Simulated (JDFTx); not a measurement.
Reference run:

System: Ag(111) (Fm-3m bulk; lattice of mp-124, not re-optimised at this level), 1x1 cell of 4 atoms in 4 planes, area 7.29 Å² a face, 7.1 Å between the outermost planes in a cell 23.1 Å high; k mesh 8×8×1, Fermi width 0.01 Ha, no spin polarisation.

Reference level: PBE, GBRV ultrasoft potentials, plane waves to 20/100 Ha, in JDFTx (a modified build). Unrelaxed; liquid: linear PCM (GLSSA13), water, 1 M NaCl. Potentials refer to SHE, placed 4.44 V below the bulk liquid's zero by convention.

| density cutoff alone | work function (eV) | U_pzc (V) | mean C above U_pzc (μF/cm²) | k states × plane waves | cycles, vacuum run | rough core time, vacuum run |
|---|---|---|---|---|---|---|
| 80 Ha | 4.52 | -0.18 | 17 over 0.5 V | 10 × 4858 | 18 | 2 min |
| 100 Ha | 4.52 | -0.18 | 17 over 0.5 V | 10 × 4858 | 18 | 2 min |
| 130 Ha | 4.52 | -0.19 | 17 over 0.5 V | 10 × 4858 | 17 | 3 min |
| 200 Ha | 4.52 | -0.19 | 17 over 0.5 V | 10 × 4858 | 17 | 3 min |

The work function stays within 0.01 eV over all these settings; capacitances repeat to about ±0.2 μF/cm². The times are rough (shared hosts); only ratios past two mean anything.
